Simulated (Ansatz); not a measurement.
Al$_{3}$GaSb$_{4}$ (P-4m2) at 3 levels of theory

One geometry, relaxed with PBE; plane waves with PAW potentials in Ansatz, scalar-relativistic unless the row names spin-orbit coupling. No spin polarisation but for the spin–orbit row. Gaps are the least over mesh and band path; pressure is positive in compression.

```
Al Ga Sb
1.0
     4.40539    0.00000    0.00000
     0.00000    4.40539    0.00000
     0.00000    0.00000   12.41305
Al Ga Sb
3 1 4
Direct
  0.50000 0.50000 0.24949
  0.00000 0.00000 0.50000
  0.50000 0.50000 0.75051
  0.00000 0.00000 0.00000
  0.50000 0.00000 0.37474
  0.00000 0.50000 0.62526
  0.50000 0.00000 0.87528
  0.00000 0.50000 0.12472
```

| level | cutoff (eV) | k mesh | gap (eV) | pressure (GPa) |
| --- | --- | --- | --- | --- |
| PBE | 420 | 6×6×4 | 0.74 | 0.0 |
| r2SCAN | 500 | 6×6×4 | 1.08 | -1.4 |
| PBE with spin-orbit coupling | 420 | 6×6×4 | 0.54 | 0.0 |

Spin-orbit coupling matters for the bands of heavy elements and enters only rows that name it.

The cell was found from a structure generator's guess, not taken from experiment.
